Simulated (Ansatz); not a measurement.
CdTe:
```yaml
crystal:
  lattice:
    - [4.22411, 0.00000, 0.00000]
    - [-2.11205, 3.65819, 0.00000]
    - [0.00000, 0.00000, 3.77897]
  atoms:
    - { symbol: Cd, position: [0.00000, 0.00000, 0.00000] }
    - { symbol: Te, position: [0.66667, 0.33333, 0.50000] }
```

Relaxed with r²SCAN. Special points in fractions of this cell's reciprocal vectors: Γ (0.000, 0.000, 0.000); M (0.500, 0.000, 0.000); K (0.333, 0.333, 0.000); A (0.000, 0.000, 0.500); L (0.500, 0.000, 0.500); H (0.333, 0.333, 0.500).

**Question.** List the band energies nearest the Fermi level at these points for r²SCAN (plane waves, PAW; program Ansatz).

**Answer.** In eV from the Fermi level; about four levels below and three above (degenerate sets whole), none deeper than 8.9 eV; points with the same levels are listed once.

```csv
k,below,above
Γ,-8.76 -8.76 -0.72 -0.64 -0.64,0.08 5.24 5.24
M,-8.77 -8.64 -5.36 -1.97,0.50 1.69 5.70
K,-8.80 -8.52 -5.07 -3.70,0.68 4.68 5.38
A,-8.85 -8.85 -8.80 -5.79,0.17 0.17 4.10
L,-4.01 -3.41 -1.03 -0.30,4.25 4.43 5.53
H,-3.61 -3.18 -1.61 -0.97,1.52 7.32 9.00
```

Space group P-6m2. The cell is a constructed one: a structure type filled with these elements; neither database checked (COD, Materials Project) lists it. It is not the phase usual at ambient conditions (space group No. 216). Symmetry was held in the r²SCAN relaxation; whether a distortion lowers the energy is not shown. Scalar-relativistic: spin–orbit coupling is off unless named, which matters more the heavier the elements.

Potentials: the later of the program's two PAW sets.
